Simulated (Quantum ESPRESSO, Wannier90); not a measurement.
**Wannierisation of InPd3 (P4/mmm)**

Materials Project entry mp-510436; symmetrised, unrelaxed at this level. Not found in the COD (Crystallography Open Database) copy used; not checked further. Computed values, not measurements, from PBEsol: Quantum ESPRESSO (norm-conserving PseudoDojo potentials, cutoff 66 Ry, no spin polarisation, no spin-orbit coupling) on a Γ-centred 4×4×4 mesh, then Wannier90. Density: 10×10×10 mesh, cold smearing 0.01 Ry. Spin-orbit coupling is left out although heavy elements are present.

On the energy scale of pw.x, whose zero is arbitrary, the Fermi level lies at 17.07 eV.

Input w.win:

```
num_bands = 5
num_wann = 5
exclude_bands = 1-12,18-51
num_iter = 1000
conv_tol = 1.0e-6
conv_window = 4
write_hr = true
write_u_matrices = true
auto_projections = true
begin unit_cell_cart
ang
    4.0872000000    0.0000000000    0.0000000000
    0.0000000000    4.0872000000    0.0000000000
    0.0000000000    0.0000000000    3.9673000000
end unit_cell_cart
begin atoms_frac
In   0.0000000000  0.0000000000  0.0000000000
Pd   0.5000000000  0.5000000000  0.0000000000
Pd   0.5000000000  0.0000000000  0.5000000000
Pd   0.0000000000  0.5000000000  0.5000000000
end atoms_frac
mp_grid = 4 4 4
begin kpoints
0.0000000000 0.0000000000 0.0000000000
0.0000000000 0.0000000000 0.2500000000
0.0000000000 0.0000000000 0.5000000000
... (61 more lines: the 4x4x4 mesh through Gamma)
end kpoints
```

Input of pw2wannier90.x that gives the overlap and projection files (equivalent; here they were cut from one run over all bands):

```
&inputpp
  outdir = './out'
  prefix = 'pwscf'
  seedname = 'w'
  write_amn = .true.
  write_mmn = .true.
  atom_proj = .true.
  atom_proj_exclude = 6 7 8 9 10 11 12 13 14 15 16 17 18 19 20 21 22 23 24 25 26 27 28 29 30 31 32 33 34 35 36
/
```

Output w.wout (banner and timings cut):

```
                                    ------
                                    SYSTEM
                                    ------

                              Lattice Vectors (Ang)
                    a_1     4.087200   0.000000   0.000000
                    a_2     0.000000   4.087200   0.000000
                    a_3     0.000000   0.000000   3.967300

                   Unit Cell Volume:      66.27456  (Ang^3)

                        Reciprocal-Space Vectors (Ang^-1)
                    b_1     1.537284   0.000000   0.000000
                    b_2     0.000000   1.537284   0.000000
                    b_3     0.000000   0.000000   1.583743

 *----------------------------------------------------------------------------*
 |   Site       Fractional Coordinate          Cartesian Coordinate (Ang)     |
 +----------------------------------------------------------------------------+
 | in   1   0.00000   0.00000   0.00000   |    0.00000   0.00000   0.00000    |
 | pd   1   0.50000   0.50000   0.00000   |    2.04360   2.04360   0.00000    |
 | pd   2   0.50000   0.00000   0.50000   |    2.04360   0.00000   1.98365    |
 | pd   3   0.00000   0.50000   0.50000   |    0.00000   2.04360   1.98365    |
 *----------------------------------------------------------------------------*
                                ------------
                                K-POINT GRID
                                ------------

             Grid size =  4 x  4 x  4      Total points =   64

 *---------------------------------- MAIN ------------------------------------*
 |  Number of Wannier Functions               :                 5             |
 |  Number of Objective Wannier Functions     :                 5             |
 |  Number of input Bloch states              :                 5             |
 |  Output verbosity (1=low, 5=high)          :                 1             |
 |  Timing Level (1=low, 5=high)              :                 1             |
 |  Optimisation (0=memory, 3=speed)          :                 3             |
 |  Length Unit                               :               Ang             |
 |  Post-processing setup (write *.nnkp)      :                 F             |
 |  Using Gamma-only branch of algorithms     :                 F             |
 *----------------------------------------------------------------------------*
 *------------------------------- WANNIERISE ---------------------------------*
 |  Total number of iterations                :              1000             |
 |  Number of CG steps before reset           :                 5             |
 |  Trial step length for line search         :             2.000             |
 |  Convergence tolerence                     :         0.100E-05             |
 |  Convergence window                        :                 4             |
 |  Iterations between writing output         :                 1             |
 |  Iterations between backing up to disk     :               100             |
 |  Write r^2_nm to file                      :                 F             |
 |  Write xyz WF centres to file              :                 F             |
 |  Write on-site energies <0n|H|0n> to file  :                 F             |
 |  Use guiding centre to control phases      :                 F             |
 |  Use phases for initial projections        :                 F             |
 *----------------------------------------------------------------------------*
 *-------------------------------- PLOTTING ----------------------------------*
 |  Plotting Hamiltonian in WF basis          :                 T             |
 *----------------------------------------------------------------------------*

 *---------------------------------- K-MESH ----------------------------------*
 +----------------------------------------------------------------------------+
 |                    Distance to Nearest-Neighbour Shells                    |
 |                    ------------------------------------                    |
 |          Shell             Distance (Ang^-1)          Multiplicity         |
 |          -----             -----------------          ------------         |
 |             1                   0.384321                      4            |
 |             2                   0.395936                      2            |
 |             3                   0.543512                      4            |
 |             4                   0.551786                      8            |
 |             5                   0.672436                      8            |
 |             6                   0.768642                      4            |
 |             7                   0.791872                      2            |
 |             8                   0.859368                      8            |
       ... (lines left out)
 +----------------------------------------------------------------------------+
 | The b-vectors are chosen automatically                                     |
 | The following shells are used:                       1,  2                 |
 +----------------------------------------------------------------------------+
 |                        Shell   # Nearest-Neighbours                        |
 |                        -----   --------------------                        |
 |                          1               4                                 |
 |                          2               2                                 |
 +----------------------------------------------------------------------------+
 | Completeness relation is fully satisfied [Eq. (B1), PRB 56, 12847 (1997)]  |
 +----------------------------------------------------------------------------+
 |                  b_k Vectors (Ang^-1) and Weights (Ang^2)                  |
 |                  ----------------------------------------                  |
 |            No.         b_k(x)      b_k(y)      b_k(z)        w_b           |
 |            ---        --------------------------------     --------        |
 |             1         0.000000    0.384321    0.000000     3.385182        |
 |             2         0.384321    0.000000    0.000000     3.385182        |
 |             3         0.000000   -0.384321    0.000000     3.385182        |
 |             4        -0.384321    0.000000    0.000000     3.385182        |
 |             5         0.000000    0.000000    0.395936     3.189483        |
 |             6         0.000000    0.000000   -0.395936     3.189483        |
 +----------------------------------------------------------------------------+
 |                           b_k Directions (Ang^-1)                          |
 |                           -----------------------                          |
 |            No.           x           y           z                         |
 |            ---        --------------------------------                     |
 |             1         0.000000    0.384321    0.000000                     |
 |             2         0.384321    0.000000    0.000000                     |
 |             3         0.000000    0.000000    0.395936                     |
 +----------------------------------------------------------------------------+

 Starting a new Wannier90 calculation ...

 Reading overlaps from w.mmn

 Reading projections from w.amn

 *------------------------------- WANNIERISE ---------------------------------*
 +--------------------------------------------------------------------+<-- CONV
 | Iter  Delta Spread     RMS Gradient      Spread (Ang^2)            |<-- CONV
 +--------------------------------------------------------------------+<-- CONV

 ------------------------------------------------------------------------------
 Initial State
  WF centre and spread    1  ( -0.000000,  0.000000,  0.000000 )     0.51489359
  WF centre and spread    2  ( -0.000000, -0.000000,  0.000000 )     0.52479657
  WF centre and spread    3  ( -0.000000,  0.000000, -0.000000 )     0.52479657
  WF centre and spread    4  ( -0.000000,  0.000000, -0.000000 )     0.51589711
  WF centre and spread    5  ( -0.000000, -0.000000, -0.000000 )     0.52303102
  Sum of centres and spreads ( -0.000000,  0.000000, -0.000000 )     2.60341487

      0     0.260E+01     0.0000000000        2.6034148696  <-- CONV
        O_D=      0.0000000 O_OD=      0.0010904 O_TOT=      2.6034149 <-- SPRD
 ------------------------------------------------------------------------------
      1    -0.185E-07     0.0001747590        2.6034148511  <-- CONV
        O_D=      0.0000000 O_OD=      0.0010903 O_TOT=      2.6034149 <-- SPRD
      2    -0.467E-09     0.0000293261        2.6034148506  <-- CONV
        O_D=      0.0000000 O_OD=      0.0010903 O_TOT=      2.6034149 <-- SPRD
      3    -0.116E-09     0.0000118208        2.6034148505  <-- CONV
        O_D=      0.0000000 O_OD=      0.0010903 O_TOT=      2.6034149 <-- SPRD
      4    -0.765E-11     0.0000046067        2.6034148505  <-- CONV
        O_D=      0.0000000 O_OD=      0.0010903 O_TOT=      2.6034149 <-- SPRD
             <<<     Delta < 1.000E-06  over  4 iterations     >>>
             <<< Wannierisation convergence criteria satisfied >>>
 Final State
  WF centre and spread    1  ( -0.000000,  0.000000,  0.000000 )     0.51489393
  WF centre and spread    2  ( -0.000000, -0.000000,  0.000000 )     0.52479642
  WF centre and spread    3  ( -0.000000,  0.000000, -0.000000 )     0.52479642
  WF centre and spread    4  ( -0.000000,  0.000000, -0.000000 )     0.51589721
  WF centre and spread    5  ( -0.000000, -0.000000, -0.000000 )     0.52303086
  Sum of centres and spreads ( -0.000000,  0.000000, -0.000000 )     2.60341485

         Spreads (Ang^2)       Omega I      =     2.602324516
        ================       Omega D      =     0.000000000
                               Omega OD     =     0.001090334
    Final Spread (Ang^2)       Omega Total  =     2.603414851
```
